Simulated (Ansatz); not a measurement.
Input and output for Na (hcp type): DFT, PBEsol, PAW with Ansatz's default frozen-core files, scalar-relativistic (Ansatz 0.2.0). This run: shape and atoms relaxed at 0.4 of the base cell's volume.

The cell comes from a relaxation on PAW files under the same functional, begun from a prototype that needn't be the stable phase.

Command: `ansatz run input.yaml --threads 1 --pin off --max-ram 2048MiB --backend cpu --events-out ev --progress --plain --runs-dir out` It took 2.6 s on 1 thread of Arm Neoverse V1, with other jobs on the host, peak memory 0.28 GiB.

```yaml
crystal:
  lattice:
    - [2.7464839438, 0.0, 0.0]
    - [-1.3732419719, 2.3785248665, 0.0]
    - [0.0, 0.0, 4.4605455092]
  atoms:
    - { symbol: Na, position: [0.3333333333, 0.6666666667, 0.25] }
    - { symbol: Na, position: [0.6666666667, 0.3333333333, 0.75] }
kpoints:
  mp_grid: { grid: [12, 12, 7] }
scf:
  occupations: { method: fermi_dirac, width: 0.08 }
hamiltonian:
  xc: pbesol
  pseudopotentials: { kind: paw }
output:
  forces: true
  stress: true
relax:
  f_tol: 0.005
  max_steps: 30
  cell: { stress_tol: 0.75, fix: [volume] }
```

Output:

```
Engine: ansatz 0.2.0
Pseudopotentials: kind: paw
Pseudopotential: Na, paw, valence charge 9, recommended cutoff 420 eV (normal), Na.paw.azcp
Functional definition: PBEsol
  exchange = pbesol_x
  correlation = pbesol_c
Crystal: 2 atoms, lattice volume = 29.139 Å³
Basis set: ecut = 420 eV, 573 PW (Γ), exchange–correlation on 40×40×60 points (8 copies of the dense FFT grid, shifted against one another)
Bands: 13, of which v1, the nominal top of the filled ones, is band 9 counted from 1 (8 counted from 0)
Symmetry: 24 space group operations
Space group: P63/mmc (ITA 194), of the structure as read, at distance tolerance 3.1e-5 Å
k-points: 76 of 1008
Non-local potential: Na, projectors of the file, l = 0: 3, l = 1: 2, l = 2: 1
PAW form: soft (Blöchl's): semilocal exchange-correlation on the pseudo side does not see the compensation charge
PAW frozen core: Na, regenerated for the run's functional, and the local potential with it (the file was generated under x = pbe(κ = 0.804, μ = 0.2195149727645171), c = pbe(β = 0.06672455060314922))
PAW one-centre angular grid: Na, 110 points (default); XC on 64 Gauss nodes
Initial density: superposition of atomic densities (neutral atoms: chi_scale 0, normalization atom), corrected by the library's trained network
Initial wavefunctions: pseudopotential atomic-orbital guess
Functional: x = pbesol(κ = 0.804, μ = 0.12345679012345678), c = pbesol(β = 0.046)
SCF iter   1: F=—  HF=-2949.185507 eV  |F-HF|=—  |Δ(HF+E_count)|=         —  Δρ=6.23e-3  dr2=7.11e-3  ethr=1.77e-3  ⟨swp⟩=5.0  Hψ=5102  notcnv=0
preconditioner: auto → none  [metal: Δε(μ)=0.029 eV  Ē_g=27.678 eV  σ=0.080 eV  W_gap=0.09  n_scr=2 (ndim 8)  ℏωp=25.7 eV  f_vac=0.000  D(μ)=0.60/eV (n_scr^D=2)  sad-step TF]
SCF iter   2: F=—  HF=-2949.180337 eV  |F-HF|=—  |Δ(HF+E_count)|=   5.17e-3  Δρ=2.16e-3  dr2=1.29e-3  ethr=3.95e-5  ⟨swp⟩=2.6  Hψ=2396  notcnv=0
SCF iter   3: F=—  HF=-2949.179770 eV  |F-HF|=—  |Δ(HF+E_count)|=   5.67e-4  Δρ=6.28e-4  dr2=7.11e-5  ethr=7.17e-6  ⟨swp⟩=2.5  Hψ=1653  notcnv=0
SCF iter   4: F=—  HF=-2949.179742 eV  |F-HF|=—  |Δ(HF+E_count)|=   2.80e-5  Δρ=2.95e-5  dr2=2.11e-7  ethr=3.95e-7  ⟨swp⟩=1.2  Hψ=1099  notcnv=0
iter 5 did not close the SCF: its close was put off for the readings that it lacked (scf_convergence_deferred on its scf_iter line)
SCF iter   5: F=-2949.179742 eV  HF=-2949.179742 eV  |F-HF|=4.31e-10  |Δ(HF+E_count)|=   4.63e-8  Δρ=2.27e-6  dr2=4.93e-10  ethr=1.17e-9  ⟨swp⟩=2.1  Hψ=1666  notcnv=0
SCF iter   6: F=-2949.179742 eV  HF=-2949.179742 eV  |F-HF|=2.73e-12  |Δ(HF+E_count)|=  3.93e-10  Δρ=1.01e-7  dr2=1.56e-12  ethr=2.74e-12  ⟨swp⟩=1.0  Hψ=2978  notcnv=0
SCF 1 converged in 6 iterations: F = -2949.179742 eV  dr2 = 1.56e-12
  greatest PAW one-centre occupation: 1.000 electrons in one spin orbital (limit 2), on the Na atom at site 1 (counted from 0), in its partial waves of l = 0
relax step   1: F+E_penalty+E_count = -2949.17974240 eV  Δ(F+E_penalty+E_count) = +0.000e0 eV  max|allowed force component| = 9.252e-18 eV/Å  Δτ_max = 0.0000 Å  P = +39.939 GPa  Ω = 29.139 Å³  fix = [volume]  reactions: volume +39.939 GPa  (6 SCF iters, dr2 threshold 1.00e-7 eV, accepted)
Initial density: handed on by an earlier stage of this run
Initial wavefunctions: pseudopotential atomic-orbital guess (no wavefunctions were taken with the density)
iter 1 solved again at ethr=8.06e-9 eV; its pass at ethr=3.10e-3 eV (dr2=1.45e-6 eV) is discarded
SCF iter   1: F=—  HF=-2949.179747 eV  |F-HF|=—  |Δ(HF+E_count)|=         —  Δρ=6.84e-7  dr2=3.21e-11  ethr=8.06e-9  ⟨swp⟩=3.1  Hψ=7960  notcnv=0
eigensolver tolerance schedule: the retry pair's looser diagonalisation over-reported the residual by 45200.10 of it (diagonalisation noise at 0.13 of the residual, at the tolerance the schedule requests for it); recorded, not acted on — ethr = c·dr2/N_el stays at c = 1.0e-1
preconditioner: auto → none  [metal: Δε(μ)=0.028 eV  Ē_g=7.990 eV  σ=0.080 eV  W_gap=0.09  n_scr=2 (ndim 8)  ℏωp=9.7 eV  f_vac=0.000  D(μ)=0.60/eV (n_scr^D=2)]
SCF iter   2: F=-2949.179742 eV  HF=-2949.179742 eV  |F-HF|=2.00e-11  |Δ(HF+E_count)|=   4.19e-6  Δρ=3.64e-7  dr2=7.56e-12  ethr=1.00e-12  ⟨swp⟩=4.7  Hψ=3410  notcnv=0
SCF 2 converged in 2 iterations: F = -2949.179742 eV  dr2 = 7.56e-12
relax step   2: F+E_penalty+E_count = -2949.17974240 eV  Δ(F+E_penalty+E_count) = -1.246e-10 eV  max|allowed force component| = 1.214e-17 eV/Å  Δτ_max = 0.0000 Å  P = +39.939 GPa  Ω = 29.139 Å³  fix = [volume]  reactions: volume +39.939 GPa  stress off target by 1.03e-1 GPa on what of the cell is left free  SCF on the basis re-selected at this cell (its energy is not comparable with the rows above)  (2 SCF iters)
basis re-selected at this cell: Δ(F+E_penalty+E_count) = -1.246e-10 eV, ΔP = +0.000 GPa vs the last step (what re-selecting the basis moved, of the pressure what is left beyond the Pulay correction that the steps carried, after the strain that the cell walked since its last selection, with what the two solves' SCF thresholds leave and, on support functions, any second-order correction that the steps lacked; it is no measure of the basis error at this ecutwfc). This SCF's stress stands 1.03e-1 GPa from its target on what of the cell is left free (relax.cell.stress_tol is 7.50e-1 GPa) and its largest allowed force component is 1.21e-17 eV/Å (relax.f_tol is 5.00e-3 eV/Å): within both
SCF converged after 2 iterations
Free energy (F): -2949.179742 eV
Harris-Foulkes:  -2949.179742 eV  (|F-HF|=2.00e-11)
Internal energy: -2949.166786 eV  (E = F + TS)
E sigma→0 (E₀):  -2949.173264 eV
Entropy (-TS):   -0.012957 eV (-6.478 meV/atom)
Fermi energy:    8.611717 eV
--- Per-component energies (eV) ---
  E_band       = -367.169922
  E_kinetic    = 247.415349
  E_local      = -2262.958554  (includes V_loc(G=0)·N_el)
  E_nonlocal   = 234.765323
  E_hartree    = 796.425613
  E_xc         = -79.130749
  E_vxc        = -102.541353  (∫ρ·V_xc dr)
  E_paw        = -506.545976  (= ΣΔE_a)
  E_vpaw       = -76.701903  (= ΣTr[D̂ρ^β])
  E_aug_tail   = -0.000054  (compensation charges beyond the density's cutoff)
  E_ewald      = -1379.247125
  E_core_change = 0.109388  (= ΣΔE_core)
  E_smearing   = -0.012957  (= −TS)
  E_closure    = -0.000000  (closes the sum)
  Σ components = -2949.179742   (vs F -2949.179742, Δ=0.00e0)
--- Forces (eV/Å), atoms counted from 1 ---
  atom   1  Na     0.00000000    -0.00000000     0.00000000
  atom   2  Na     0.00000000     0.00000000     0.00000000
  max |Σ_I F_I| component: 1.16e-18 eV/Å
--- Stress (GPa, compression-positive) ---
       39.990419       0.000000       0.000000
        0.000000      39.990419       0.000000
        0.000000       0.000000      39.836294
  P = ⅓ Tr σ = 39.9390 GPa (399.390 kbar)
--- Relaxed structure (1 steps of the walk, 1 accepted, 1 SCFs on fresh bases) ---
  F+E_penalty+E_count = -2949.17974240 eV   max|allowed force component| = 1.214e-17 eV/Å   (the final SCF, on the basis selected at the relaxed cell)
  cell:  # Å, volume = 29.1389 Å³
    - [2.7464839438479935, 0.0, 0.0]
    - [-1.3732419719239968, 2.378524866458436, 0.0]
    - [0.0, 0.0, 4.4605455092]
  atoms:
    - { symbol: Na, position: [0.33333333333333337, 0.6666666666666667, 0.25] }
    - { symbol: Na, position: [0.6666666666666666, 0.33333333333333337, 0.7500000000000001] }
```

Next run (volume at 0.4 of the series' base cell), as changes to the input before:

```diff
   mp_grid: { grid: [12, 12, 7] }
+  band_path:
+    path:
+      - [0.0, 0.0, 0.0]
+      - [0.5, 0.0, 0.0]
+      - [0.3333333333, 0.3333333333, 0.0]
+      - [0.0, 0.0, 0.0]
+      - [0.0, 0.0, 0.5]
+      - [0.5, 0.0, 0.5]
+      - [0.3333333333, 0.3333333333, 0.5]
+      - [0.0, 0.0, 0.5]
+      - [0.5, 0.0, 0.5]
+    npoints: 8
 scf:
   stress: true
-relax:
-  f_tol: 0.005
-  max_steps: 30
-  cell: { stress_tol: 0.75, fix: [volume] }
+  eigenvalues: true
+  populations: true
+  dos: { projected: true, de: 0.2, e_range: [-14, 8] }
```

Results part of the output:

```
SCF 1 converged in 6 iterations: F = -2949.179742 eV  dr2 = 1.56e-12
  greatest PAW one-centre occupation: 1.000 electrons in one spin orbital (limit 2), on the Na atom at site 1 (counted from 0), in its partial waves of l = 0
NSCF: frozen V_eff on 65 k-points
SCF converged after 6 iterations
Free energy (F): -2949.179742 eV
Harris-Foulkes:  -2949.179742 eV  (|F-HF|=1.36e-12)
Internal energy: -2949.166786 eV  (E = F + TS)
E sigma→0 (E₀):  -2949.173264 eV
Entropy (-TS):   -0.012957 eV (-6.478 meV/atom)
Fermi energy:    8.611717 eV
--- Per-component energies (eV) ---
  E_band       = -367.169946
  E_kinetic    = 247.415345
  E_local      = -2262.958591  (includes V_loc(G=0)·N_el)
  E_nonlocal   = 234.765334
  E_hartree    = 796.425638
  E_xc         = -79.130746
  E_vxc        = -102.541349  (∫ρ·V_xc dr)
  E_paw        = -506.545974  (= ΣΔE_a)
  E_vpaw       = -76.701923  (= ΣTr[D̂ρ^β])
  E_aug_tail   = -0.000054  (compensation charges beyond the density's cutoff)
  E_ewald      = -1379.247125
  E_core_change = 0.109388  (= ΣΔE_core)
  E_smearing   = -0.012957  (= −TS)
  E_closure    = -0.000000  (closes the sum)
  Σ components = -2949.179742   (vs F -2949.179742, Δ=0.00e0)
--- Forces (eV/Å), atoms counted from 1 ---
  atom   1  Na     0.00000000    -0.00000000     0.00000000
  atom   2  Na     0.00000000     0.00000000     0.00000000
  max |Σ_I F_I| component: 0.00e0 eV/Å
--- Stress (GPa, compression-positive) ---
       39.990415      -0.000000       0.000000
       -0.000000      39.990415       0.000000
        0.000000       0.000000      39.836294
  P = ⅓ Tr σ = 39.9390 GPa (399.390 kbar)
--- Band table (eV; the first three rows and the last of 76) ---
  k-point 0: bands = ["-44.7481", "-44.6418", "-17.1779", "-16.5929", "-16.5929", "-16.5195", "-16.5195", "-16.5178", "2.6799", "9.4534", "10.5677", "24.5426", "24.5426"]
  k-point 1: bands = ["-44.7429", "-44.6471", "-17.1471", "-16.5893", "-16.5893", "-16.5526", "-16.5231", "-16.5231", "2.8522", "8.1512", "12.0653", "24.3923", "24.6003"]
  k-point 2: bands = ["-44.7282", "-44.6620", "-17.0599", "-16.6488", "-16.5791", "-16.5791", "-16.5333", "-16.5333", "3.3601", "6.6161", "14.1960", "21.8633", "24.7775"]
  k-point 75: bands = ["-44.6192", "-44.6192", "-17.0165", "-17.0165", "-16.9113", "-16.8635", "-16.6204", "-16.6204", "11.2285", "12.0553", "12.0810", "12.0810", "14.9079"]
--- Löwdin populations: 2 sites ---
  site symbol       q [e]
     0     Na      8.9684
     1     Na      8.9684
  spilling = 0.003508 (of n_electrons = 18.000000)
```

Next run (volume at 0.4 of the series' base cell, ecut 1000), as changes to the input before:

```diff
   mp_grid: { grid: [12, 12, 7] }
-  band_path:
-    path:
-      - [0.0, 0.0, 0.0]
-      - [0.5, 0.0, 0.0]
-      - [0.3333333333, 0.3333333333, 0.0]
-      - [0.0, 0.0, 0.0]
-      - [0.0, 0.0, 0.5]
-      - [0.5, 0.0, 0.5]
-      - [0.3333333333, 0.3333333333, 0.5]
-      - [0.0, 0.0, 0.5]
-      - [0.5, 0.0, 0.5]
-    npoints: 8
 scf:
   eigenvalues: true
-  populations: true
-  dos: { projected: true, de: 0.2, e_range: [-14, 8] }
+basis:
+  ecutwfc: 1000
```

Results part of the output:

```
SCF 1 converged in 6 iterations: F = -2949.181384 eV  dr2 = 1.95e-12
  greatest PAW one-centre occupation: 0.999 electrons in one spin orbital (limit 2), on the Na atom at site 1 (counted from 0), in its partial waves of l = 0
SCF converged after 6 iterations
Free energy (F): -2949.181384 eV
Harris-Foulkes:  -2949.181384 eV  (|F-HF|=4.55e-12)
Internal energy: -2949.168426 eV  (E = F + TS)
E sigma→0 (E₀):  -2949.174905 eV
Entropy (-TS):   -0.012958 eV (-6.479 meV/atom)
Fermi energy:    8.610828 eV
--- Per-component energies (eV) ---
  E_band       = -367.192988
  E_kinetic    = 247.465435
  E_local      = -2262.968371  (includes V_loc(G=0)·N_el)
  E_nonlocal   = 234.739328
  E_hartree    = 796.433665
  E_xc         = -79.141198
  E_vxc        = -102.554421  (∫ρ·V_xc dr)
  E_paw        = -506.559548  (= ΣΔE_a)
  E_vpaw       = -76.742272  (= ΣTr[D̂ρ^β])
  E_aug_tail   = 0.000001  (compensation charges beyond the density's cutoff)
  E_ewald      = -1379.247125
  E_core_change = 0.109388  (= ΣΔE_core)
  E_smearing   = -0.012958  (= −TS)
  E_closure    = -0.000000  (closes the sum)
  Σ components = -2949.181384   (vs F -2949.181384, Δ=0.00e0)
--- Forces (eV/Å), atoms counted from 1 ---
  atom   1  Na     0.00000000    -0.00000000     0.00000000
  atom   2  Na     0.00000000     0.00000000     0.00000000
  max |Σ_I F_I| component: 3.47e-18 eV/Å
--- Stress (GPa, compression-positive) ---
       39.983495      -0.000000       0.000000
       -0.000000      39.983495       0.000000
        0.000000       0.000000      39.828903
  P = ⅓ Tr σ = 39.9320 GPa (399.320 kbar)
--- Band table (eV; the first three rows and the last of 76) ---
  k-point 0: bands = ["-44.7493", "-44.6431", "-17.1792", "-16.5944", "-16.5944", "-16.5209", "-16.5209", "-16.5192", "2.6793", "9.4523", "10.5671", "24.5417", "24.5417"]
  k-point 1: bands = ["-44.7441", "-44.6484", "-17.1485", "-16.5907", "-16.5907", "-16.5540", "-16.5246", "-16.5246", "2.8516", "8.1503", "12.0644", "24.3915", "24.5994"]
  k-point 2: bands = ["-44.7294", "-44.6632", "-17.0613", "-16.6502", "-16.5805", "-16.5805", "-16.5347", "-16.5347", "3.3594", "6.6153", "14.1949", "21.8622", "24.7766"]
  k-point 75: bands = ["-44.6204", "-44.6204", "-17.0179", "-17.0179", "-16.9127", "-16.8649", "-16.6218", "-16.6218", "11.2275", "12.0543", "12.0797", "12.0797", "14.9073"]
```

The PAW files were made under PBE. The structure type is held throughout; the real material can change phase at far lower pressure.
